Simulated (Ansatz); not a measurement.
Starting cell, C (graphite type, space group P6_3/mmc):

```xyz
4
Lattice="2.4552 0.0000 0.0000 -1.2276 2.1263 0.0000 0.0000 0.0000 6.6705" Properties=species:S:1:pos:R:3 pbc="T T T"
C      0.0000     0.0000     1.6676
C      0.0000     0.0000     5.0029
C      0.0000     1.4175     1.6676
C      1.2276     0.7088     5.0029
```

Scan: atom 1 (C, nearest neighbour C at 1.418 Å; its periodic images, 2.5 Å or more away, move with it) is displaced along Cartesian z, direction (0.000, 0.000, 1.000) in Cartesian axes, by s. The other atoms stay.

The numbers are results of r2SCAN+rVV10 (plane waves to 500 eV, PAW, scalar-relativistic; Ansatz, a program for electronic structure), not measurements. k mesh 12×12×4 (Γ-centred), Fermi-Dirac smearing 0.05 eV. The energy includes the smearing's −TS. With partly filled bands, energies and forces of such displacements shift with the k mesh and the smearing. C was relaxed with its symmetry unable to fall. The PAW data are Ansatz's earlier set. ΔE is measured from the undisplaced structure. The last digit holds for this mesh only.

```
s (Å)   ΔE (meV/cell)
------  -------------
-0.430         1626.3
-0.344         1036.4
-0.258          580.3
-0.172          256.8
-0.086           63.9
0.000             0.0
0.086            63.9
0.172           256.8
0.258           580.3
0.344          1036.4
0.430          1626.3
```

Q: What force constant k = d²E/ds² at s = 0 does the table give?

A: 17 eV/Å². It is the second difference of the nearest points, corrected with the next pair.

Q: With k = 17.28 eV/Å² from the forces, is the well harmonic out to s = 0.430 Å?

A: ½ks² = 1598 meV/cell against the computed 1626 meV/cell, so the well is close to harmonic there.

(For displaced atoms, the force is minus the slope of the energy, and its curvature is a force constant, which sets phonon frequencies.)
